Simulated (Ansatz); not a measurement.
# Guessed and relaxed cells of BeS5

The guess for BeS5 was made by a generator: random cell by space group and Wyckoff sites (P6/mmm, No. 191). The dimensions are guesses.

start.cif

```cif
data_structure
_symmetry_space_group_name_H-M 'P 1'
_symmetry_Int_Tables_number 1
_cell_length_a 5.4319
_cell_length_b 5.4319
_cell_length_c 5.9858
_cell_angle_alpha 90.000
_cell_angle_beta 90.000
_cell_angle_gamma 120.000
_cell_volume 152.95
loop_
_atom_site_label
_atom_site_type_symbol
_atom_site_fract_x
_atom_site_fract_y
_atom_site_fract_z
_atom_site_occupancy
Be1 Be 0.00000 0.00000 0.50000 1
S1 S 0.33333 0.66667 0.33996 1
S2 S 0.66667 0.33333 0.33996 1
S3 S 0.66667 0.33333 0.66004 1
S4 S 0.33333 0.66667 0.66004 1
S5 S 0.00000 0.00000 0.00000 1
```

Level of theory: Ansatz, DFT PBE, scalar-relativistic, plane waves, PAW. Cutoff 420 eV, Gaussian smearing, Γ-centred meshes. Cell and atoms relax first on a coarse mesh and then on a finer one. In between, the cell is made exact in the group found at 0.06 Å. In metals the finer mesh still leaves noise of several meV/atom or more. The steps can't lower the symmetry of their start. No spin polarisation.

end.cif

```cif
data_structure
_symmetry_space_group_name_H-M 'P 1'
_symmetry_Int_Tables_number 1
_cell_length_a 5.3890
_cell_length_b 5.3890
_cell_length_c 4.5136
_cell_angle_alpha 90.000
_cell_angle_beta 90.000
_cell_angle_gamma 120.000
_cell_volume 113.52
loop_
_atom_site_label
_atom_site_type_symbol
_atom_site_fract_x
_atom_site_fract_y
_atom_site_fract_z
_atom_site_occupancy
Be1 Be 0.00000 0.00000 0.50000 1
S1 S 0.33333 0.66667 0.28859 1
S2 S 0.66667 0.33333 0.28859 1
S3 S 0.66667 0.33333 0.71141 1
S4 S 0.33333 0.66667 0.71141 1
S5 S 0.00000 0.00000 0.00000 1
```

The symmetry stays P6/mmm (No. 191). The volume per atom shrinks by 25.8 %, from 25.5 to 18.9 Å³. The shortest distance goes from 1.92 Å (S–S) to 1.91 Å (S–S). The ratio c/a of the conventional cell changes by a factor of 0.76. The energy falls by about 0.33 eV/atom (the start's value is from the coarse mesh).

| Item | Value |
| --- | --- |
| Volume per atom | 18.9 Å³ |
| Density | 2.5 g/cm³ |
| Energy over the elements | +0.53 eV/atom |
| Gap on the 12×12×8 mesh of the 6-atom cell | 0 eV (a metal) |

Energies over the elements count from the elements' standard structures at the same level, with no fitted energy shifts. A positive value: parting into the elements would lower its energy.

The last run used Gaussian smearing of 0.10 eV. No dispersion correction is applied, so the spacing and binding between layers, chains or molecules are poorly described. The reference form of S is held partly by dispersion forces, which this level lacks. Symmetry constrained the relaxation, so the result can be a saddle point. In all, the 3 runs took 120 s on 1 thread of Intel(R) Xeon(R) Platinum 8259CL CPU @ 2.50GHz (Skylake/Cascade Lake), on a shared host. Another cell of BeS5 relaxed alike, in P4/mmm, lies 216 meV/atom lower, so this cell isn't the stable form at this level.
